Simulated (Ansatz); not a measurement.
The relaxed structure here is a generated cell of Be: the first start was made by placing the elements on the sites of a structure type, and the end was not matched to a known phase here, so it may be hypothetical. Known forms of Be include space group No. 194.

A relaxed cell of Be (Fm-3m (No. 225)), relaxed on a k-mesh at least as fine as the one used below. The numbers are results of r2SCAN (plane waves to 500 eV, PAW, scalar-relativistic; Ansatz, a quantum-chemistry and plane-wave program), not measurements. Γ-centred k-mesh 9×17×17 on the run's cell (coarser than for final values), Fermi–Dirac smearing 0.05 eV.

```yaml
crystal:
  lattice:
    - [0.00000, 3.15801, 3.15801]
    - [1.57901, 0.00000, 1.57901]
    - [1.57901, 1.57901, 0.00000]
  atoms:
    - { symbol: Be, position: [0.25000, 0.50000, 0.50000] }
    - { symbol: Be, position: [0.75000, 0.50000, 0.50000] }
```

The atoms are displaced by (Å):

```csv
atom,ux,uy,uz
Be1,0.009,-0.042,0.042
Be2,0.116,0.124,-0.003
```

Question: What forces (eV/Å) and pressure result?

Answer: 
```csv
atom,Fx,Fy,Fz
Be1,0.34,0.53,-0.14
Be2,-0.34,-0.53,0.14
```

Pressure +0.9 GPa.

Question: Estimate the energy cost of the displacement in the harmonic approximation and compare with the calculation.

Answer: For a harmonic well ΔE = −½ Σ F·u = 0.066 eV a cell, or 33 meV/atom. The calculated energy relative to the undisplaced cell is +0.03 eV/atom, so the harmonic estimate holds well.

No spin polarisation in the result.

The run that gave the undisplaced cell could not lose the symmetry of its start; a randomly shaken copy of 2 atoms returns to this structure.
